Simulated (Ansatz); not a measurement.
Ga$_{2}$PN:
```
Ga2PN
1.0
    3.50306     0.00000     0.00000
   -1.75153     3.03374     0.00000
    0.00000     0.00000     5.84365
Ga P N
2 1 1
Direct
  0.00000   0.00000   0.46642
  0.66667   0.33333   0.03970
  0.00000   0.00000   0.86963
  0.66667   0.33333   0.37425
```

Relaxed with PBEsol. Special points in fractions of this cell's reciprocal vectors: Γ (0.000, 0.000, 0.000); M (0.500, 0.000, 0.000); K (0.333, 0.333, 0.000); A (0.000, 0.000, 0.500); L (0.500, 0.000, 0.500); H (0.333, 0.333, 0.500).

Q: List the band energies nearest the Fermi level at these points for PBEsol (plane waves, PAW; program Ansatz).

A: In eV from the Fermi level; about four levels below and three above (degenerate sets whole), none deeper than 8.9 eV; points with the same levels are listed once.

```csv
k,below,above
Γ,-2.81 -2.81 -1.54 -1.16,0.18 0.18 3.82
M,-5.29 -4.03 -3.47 -1.46,1.37 2.71 3.14
K,-6.01 -4.30 -3.95 -3.71,1.94 3.54 4.48
A,-5.55 -4.96 -2.74 -2.74,0.03 0.03 0.68
L,-3.84 -3.57 -2.74 -1.85,0.93 2.24 3.04
H,-5.51 -4.60 -3.19 -2.17,2.29 2.98 3.34
```

Space group P3m1. The start of the workflow was typed in or built on a structure type; neither database checked (COD, Materials Project) lists it. Whether it is the stable phase at ambient conditions was not checked. Symmetry was held in the PBEsol relaxation; whether a distortion lowers the energy is not shown. Spin–orbit coupling is left out wherever it is not named.

Potentials: the earlier of the program's two PAW sets. The files were generated under PBE; for other functionals the program regenerates the frozen cores, and for LDA and PBEsol the local potential too.
